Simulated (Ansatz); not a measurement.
Recipe of this trial structure of ZrZnN: random cell by space group and Wyckoff sites (P4mm, No. 99). Its size is a rough estimate.

```yaml
crystal:
  lattice:
    - [2.35282, 0.00000, 0.00000]
    - [0.00000, 2.35282, 0.00000]
    - [0.00000, 0.00000, 7.85223]
  atoms:
    - { symbol: Zr, position: [0.50000, 0.50000, 0.74748] }
    - { symbol: Zn, position: [0.50000, 0.50000, 0.98778] }
    - { symbol: N, position: [0.50000, 0.50000, 0.57946] }
```

These are results of Ansatz, DFT PBE, scalar-relativistic, plane waves, PAW, not measurements. Cutoff 420 eV, Gaussian smearing, Γ-centred meshes. Cell and atoms relax first on a coarse mesh and then on a finer one. In between, the cell is made exact in the group found at 0.06 Å. In metals the finer mesh still leaves noise of several meV/atom or more. The steps can't lower the symmetry of their start. No spin polarisation in the relaxation; trial moments died out in a coarse test.

A guess keeps its type if space group and coordination stay and the shape of the cell changes little (axis ratios within about 15 %, angles within 6°); the volume may change.

Question: Will the relaxed cell still be of the starting type?

Answer: It doesn't keep its type. The symmetry stays P4mm (No. 99). The volume per atom grows by 59.5 %, from 14.5 to 23.1 Å³. The shortest distance goes from 1.32 Å (Zr–N) to 1.79 Å (Zr–N). The ratio c/a of the conventional cell changes by a factor of 0.61. Counting neighbours within 15 % of an atom's shortest distance, the start has N 1, Zn 1, Zr 1 and the end N 2, Zn 1, Zr 1. In detail, at the end Zr is surrounded by 1 N at 1.79 Å, 1 Zn at 2.93 Å and 4 Zr at 3.25 Å; around Zn lie 1 N at 1.85 Å, 1 Zr at 2.93 Å and 4 Zn at 3.25 Å; N has 1 Zr at 1.79 Å and 1 Zn at 1.85 Å.

```cif
data_structure
_symmetry_space_group_name_H-M 'P4mm'
_symmetry_Int_Tables_number 99
_cell_length_a 3.2487
_cell_length_b 3.2487
_cell_length_c 6.5674
_cell_angle_alpha 90.000
_cell_angle_beta 90.000
_cell_angle_gamma 90.000
_cell_volume 69.31
loop_
_atom_site_label
_atom_site_type_symbol
_atom_site_symmetry_multiplicity
_atom_site_Wyckoff_symbol
_atom_site_fract_x
_atom_site_fract_y
_atom_site_fract_z
_atom_site_occupancy
Zr1 Zr 1 b 0.50000 0.50000 0.71396 1
Zn1 Zn 1 b 0.50000 0.50000 0.15979 1
N1 N 1 b 0.50000 0.50000 0.44097 1
```

The last run used a 14×14×8 mesh (in the run's order of axes) for its 3-atom cell and Gaussian smearing of 0.10 eV. Symmetry constrained the relaxation, so the result can be a saddle point. Another cell of ZrZnN relaxed alike, in P4/nmm, lies 1.70 eV/atom lower, so this cell isn't the stable form at this level.
